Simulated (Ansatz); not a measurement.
CuF₂:
```
CuF2
1.0
    3.25375     0.00000     0.00000
    0.00000     4.62247     0.00000
   -2.76257     0.00000     4.55939
Cu F
2 4
Direct
  0.00000   0.00000   0.00000
  0.00000   0.50000   0.50000
  0.23796   0.29261   0.29136
  0.76204   0.79261   0.20864
  0.76204   0.70739   0.70864
  0.23796   0.20739   0.79136
```

Relaxed with r²SCAN. Special points in fractions of this cell's reciprocal vectors: Γ (0.000, 0.000, 0.000); Z (0.000, 0.500, 0.000); D (0.000, 0.500, 0.500); B (0.000, 0.000, 0.500); A (-0.500, 0.000, 0.500); E (-0.500, 0.500, 0.500); C2 (-0.500, 0.500, 0.000); Y2 (-0.500, 0.000, 0.000).

Task: List the band energies nearest the Fermi level at these points for the program Ansatz at the r²SCAN level (PAW).

Result: In eV from the Fermi level; about four levels below and three above (degenerate sets whole), none deeper than 8.9 eV; … stands for higher levels left out; points with the same levels are listed once.

```tsv
k	below	above
Γ	-1.21 -1.13 -0.47 -0.24	0.89 3.73 9.27
Z	-1.41 -1.41 -0.71 -0.71	0.07 0.07 6.30 6.30
D	-0.74 -0.74 -0.10 -0.10	7.74 7.74 …
B	-1.43 -1.43 -0.67 -0.67	0.01 0.01 6.33 6.33
A	-0.86 -0.86 -0.29 -0.29	8.25 8.25 …
E	-1.33 -1.33 -1.18 -1.18	0.30 0.30 9.39 9.39
C2	-0.85 -0.85 -0.02 -0.02	8.83 8.83 …
Y2	-1.32 -1.20 -1.14 -0.16	0.87 8.77 9.36
```

Space group P2_1/c. The workflow started from an entry of the Crystallography Open Database (COD). Its standing as an ambient phase is unchecked. The r²SCAN relaxation kept the symmetry of its start; whether a distortion lowers the energy is not shown. The run is not spin-polarised. No Hubbard U is applied. Without spin polarisation and U, an open-shell compound can come out a false metal.

Potentials: the later of the program's two PAW sets.
